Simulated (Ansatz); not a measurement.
Two-dimensional strain map in HfN

Level of theory: DFT r2SCAN, scalar-relativistic, plane waves, PAW (Ansatz). Settings: plane waves to 500 eV, k-mesh 18×18×18 (Γ-centred), Gaussian smearing 0.15 eV. Spin–orbit coupling is left out, which can shift energies with elements as heavy as these. No spin polarisation. Energies are free energies at this smearing, counted from the undisturbed cell; pressure is positive in compression.

The starting cell (as given, not relaxed at this level; it stands at 1.4 GPa):

```xyz
2
Lattice="0.0000 2.2590 2.2590 2.2590 0.0000 2.2590 2.2590 2.2590 0.0000" Properties=species:S:1:pos:R:3 pbc="T T T"
Hf    0.0000    0.0000    0.0000
N     2.2590    2.2590    2.2590
```

The cell is strained by p along both x and y and by q along z, fractional coordinates fixed. Points are written (p, q).

Energy above the undisturbed cell in meV/atom (a dash: not computed):

```
 p \ q  -0.030  -0.015  0.000  0.015  0.030
-0.030   101.4    74.3   59.5   55.1   59.3
-0.015    49.4       –      ?      –   22.8
 0.000    25.4       ?    0.0      ?   14.7
 0.015    25.5       –      –      –      –
 0.030       ?       –   36.7      –   66.8
```

**Question.** Fill in the withheld energies.

**Answer.** (-0.015, 0.000): 15.7; (0.000, -0.015): 6.8; (0.000, 0.015): 3.1; (0.030, -0.030): 46.2.